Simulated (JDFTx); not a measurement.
An input for JDFTx (a modified build) (C2H7N2 (SMILES N[CH]CN), charge 0, multiplicity 2, linear PCM (GLSSA13), carbon disulfide, no salt; bohr, hartree) and the course of its log:

```
lattice \
  23.1491450267 0.0000000000 0.0000000000 \
  0.0000000000 19.3696927774 0.0000000000 \
  0.0000000000 0.0000000000 19.8421243086
coords-type Cartesian
ion N -3.0085369909 -0.8145524928 0.3984568985 0
ion C -1.2209353198 1.0060445713 -0.2304249534 0
ion C 1.4256087095 0.6565599406 0.5902460128 0
ion N 2.5775902133 -1.5288567206 -0.7202228260 0
ion H -2.2129841992 -2.4494276607 0.9890238891 0
ion H -4.3901588346 -1.0903872982 -0.8922125086 0
ion H -1.7559516705 2.4494276607 -1.5514008928 0
ion H 2.4846499016 2.4196816038 0.2824040556 0
ion H 1.5059557991 0.1947265560 2.6109792193 0
ion H 2.6163512384 -1.1983833929 -2.6109792193 0
ion H 4.3901588346 -1.7674225412 -0.1369344648 0
ion-species pseudo/n_pbe_v1.2.upf
ion-species pseudo/c_pbe_v1.2.upf
ion-species pseudo/h_pbe_v1.4.upf
elec-cutoff 20 100
elec-ex-corr gga-PBE
symmetries none
elec-n-bands 13
spintype z-spin
elec-initial-magnetization 1 yes
electronic-scf nIterations 100 energyDiffThreshold 1e-8
fluid LinearPCM
pcm-variant GLSSA13
fluid-solvent CarbonDisulfide
fluid-minimize nIterations 400 knormThreshold 1e-11
dump-name s6.$VAR
dump End State Ecomponents EigStats BandEigs Forces ElecDensity IonicPositions FluidDebug
```

```
[one cycle in 5 is shown, and the last three; fluid-solver lines are left out]
SCF: Cycle:  0   Etot: -25.415964303596120   dEtot: +1.006e+01   |Residual|: 9.976e-01   |deigs|: 1.778e-01
SCF: Cycle:  5   Etot: -35.429579422022996   dEtot: -3.696e-02   |Residual|: 1.965e-01   |deigs|: 2.089e-02
SCF: Cycle: 10   Etot: -35.472233272782567   dEtot: -2.099e-03   |Residual|: 6.181e-02   |deigs|: 4.149e-03
SCF: Cycle: 15   Etot: -35.474402770886392   dEtot: -1.646e-04   |Residual|: 2.559e-03   |deigs|: 1.428e-03
SCF: Cycle: 20   Etot: -35.475114955006092   dEtot: +2.174e-05   |Residual|: 2.401e-03   |deigs|: 4.609e-03
SCF: Cycle: 25   Etot: -33.818441303660691   dEtot: -3.379e+00   |Residual|: 5.042e-01   |deigs|: 8.830e-02
SCF: Cycle: 30   Etot: -31.400147149325001   dEtot: -9.745e-02   |Residual|: 7.798e-01   |deigs|: 2.237e-02
SCF: Cycle: 35   Etot: -35.335074809128500   dEtot: -4.136e-02   |Residual|: 1.046e-01   |deigs|: 8.579e-03
SCF: Cycle: 40   Etot: -35.474173672390634   dEtot: -5.201e-03   |Residual|: 4.963e-02   |deigs|: 1.420e-02
SCF: Cycle: 45   Etot: -35.195635390113260   dEtot: -1.416e+00   |Residual|: 2.004e-01   |deigs|: 4.964e-02
SCF: Cycle: 50   Etot: -35.287212003729252   dEtot: -3.015e-02   |Residual|: 1.781e-01   |deigs|: 9.071e-03
SCF: Cycle: 55   Etot: -35.368287473641374   dEtot: -1.915e-02   |Residual|: 3.139e-02   |deigs|: 7.588e-03
SCF: Cycle: 60   Etot: -35.473118080662033   dEtot: -4.629e-03   |Residual|: 5.719e-02   |deigs|: 1.114e-02
SCF: Cycle: 65   Etot: -35.224943070763516   dEtot: -1.592e+00   |Residual|: 1.971e-01   |deigs|: 6.313e-02
SCF: Cycle: 70   Etot: -35.277086954286787   dEtot: -1.584e-01   |Residual|: 1.956e-01   |deigs|: 2.863e-02
SCF: Cycle: 75   Etot: -35.358748798791048   dEtot: -3.196e-02   |Residual|: 6.726e-02   |deigs|: 2.116e-02
SCF: Cycle: 80   Etot: -35.473110543518430   dEtot: -3.323e-03   |Residual|: 4.879e-02   |deigs|: 6.672e-03
SCF: Cycle: 85   Etot: -33.841797311379921   dEtot: +1.069e+00   |Residual|: 4.504e-01   |deigs|: 6.286e-02
SCF: Cycle: 90   Etot: -35.289183261141687   dEtot: -5.441e-03   |Residual|: 1.703e-01   |deigs|: 4.197e-03
SCF: Cycle: 95   Etot: -35.367350466284030   dEtot: -1.464e-02   |Residual|: 2.131e-02   |deigs|: 2.295e-03
SCF: Cycle: 97   Etot: -35.410261763549997   dEtot: -2.952e-02   |Residual|: 7.223e-02   |deigs|: 5.084e-03
SCF: Cycle: 98   Etot: -35.444025229281316   dEtot: -3.376e-02   |Residual|: 1.152e-01   |deigs|: 1.064e-02
SCF: Cycle: 99   Etot: -35.455911011810905   dEtot: -1.189e-02   |Residual|: 1.310e-01   |deigs|: 7.723e-03
SCF: None of the convergence criteria satisfied after 100 iterations.
IonicMinimize: Iter:   0  Etot: -35.455911011810905  |grad|_K:  0.000e+00
IonicMinimize: Converged (|grad|_K<1.000000e-04).
```

This run gave no converged result. The electronic loop ended without meeting its threshold, so the last energy, chemical potential and forces aren't results.
